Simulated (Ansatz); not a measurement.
## ScPt₃: do energies and stresses tell the same story?

Computed with DFT r2SCAN, scalar-relativistic, plane waves, PAW (Ansatz 0.2.0).

Settings: cutoff 500 eV, Γ-centred mesh 10×10×10 on the computed 4-atom cell, Gaussian smearing of 0.10 eV; no spin polarisation.

Relaxed cell: Pm-3m, a = 3.977 Å, b = 3.977 Å, c = 3.977 Å, α = 90.00°, β = 90.00°, γ = 90.00°, 4 atoms in the primitive cell. Whether it is the stable form of this composition wasn't checked.

Energies at zero smearing and pressures from the stress tensor, at volumes with shape and atoms relaxed:
```csv
V (Å³/atom),E − E(first) (meV/atom),P (GPa)
13.841,0.00,38.65
14.313,-94.94,26.24
14.784,-156.43,15.87
15.256,-189.95,7.22
15.728,-200.11,0.00
16.200,-190.85,-5.99
16.672,-165.51,-10.98
17.301,-111.30,-16.33
```

Problem. Check P = −dE/dV between neighbouring volumes, and get the bulk modulus from the pressures alone.

Solution. With 1 eV/Å³ = 160.2 GPa:
```tsv
middle V (Å³/atom)	−ΔE/ΔV (GPa)	mean P (GPa)
14.077	32.237	32.445
14.549	20.880	21.056
15.020	11.382	11.545
15.492	3.450	3.611
15.964	-3.144	-2.994
16.436	-8.607	-8.484
16.986	-13.805	-13.653
```

The two differ by 0.21 GPa at most. The mean of two end pressures misses the average over a step by about ΔV² P″/12, up to 0.18 GPa here; with that taken off 0.06 GPa remains. The stress is the derivative of the free energy, not of the energy at zero smearing, and with free energies 0.01 GPa remains. Around V = 15.728 Å³/atom, the two neighbours give B = −V ΔP/ΔV = 15.728 × 13.21 / 0.944 = 220.2 GPa, against B0 = 218.9 GPa from the Birch–Murnaghan fit of the energies.

Spin–orbit coupling is left out, which can shift energies with elements as heavy as these.

Cost: 9 runs of about 5.5 core-minutes in all, on Arm Neoverse V1 (shared hosts).